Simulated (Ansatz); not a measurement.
TiSe in space group Pnma (No. 62; Ti on 4c, Se on 4c) at seven volumes, the program Ansatz at the PBEsol level (PAW), shape and atoms relaxed at each. One row is withheld.

```csv
V (Å³/atom),P (GPa)
15.317,14.00
15.822,8.54
16.326,3.91
16.831,0.00
17.336,-3.30
17.841,-6.06
18.346,?
```

Fit the shown pressures and predict the withheld one.

P = (3/2)B₀(x^(7/2) − x^(5/2))[1 + (3/4)(B′ − 4)(x − 1)] with x = (V₀/V)^(2/3). Least squares on the six rows gives V₀ = 16.832 Å³/atom, B₀ = 119 GPa, B′ = 4.63. At V = 18.346, x = 0.9442 and P = -8.40 GPa. The run itself gave -8.34 GPa.

The workflow started from an entry of the Crystallography Open Database (COD), which files this formula under 2 space groups. Whether it is the stable phase at ambient conditions was not checked. Symmetry was held in the PBEsol relaxation; its stability against distortions is not shown here. No spin polarisation was allowed.

Potentials: the later of the program's two PAW sets.
